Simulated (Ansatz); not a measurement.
### Question
Name crystals whose computed values (plane-wave PAW PBE (Ansatz code)) fall in these windows: electron conductivity mass (mₑ) 0.014 to 0.018; gap (eV) 0.19 to 0.24; B₀ by P(V) fit (GPa) 45 to 60.

### Answer


| crystal | electron conductivity mass (mₑ) | gap (eV) | B₀ by P(V) fit (GPa) |
|---|---|---|---|
| GaAs, P4_2/mnm (Ga on 4g, As on 4f) | 0.016 | 0.21 | 54.8 |
Others may fit too.

Typed or built starts, not in the databases checked: GaAs, P4_2/mnm (Ga on 4g, As on 4f). Not the usual ambient phase: GaAs, P4_2/mnm (Ga on 4g, As on 4f). The cell was relaxed under the symmetry of its start. Scalar-relativistic: spin–orbit coupling is off unless named, which matters more the heavier the elements.

Potentials: the later of the program's two PAW sets.
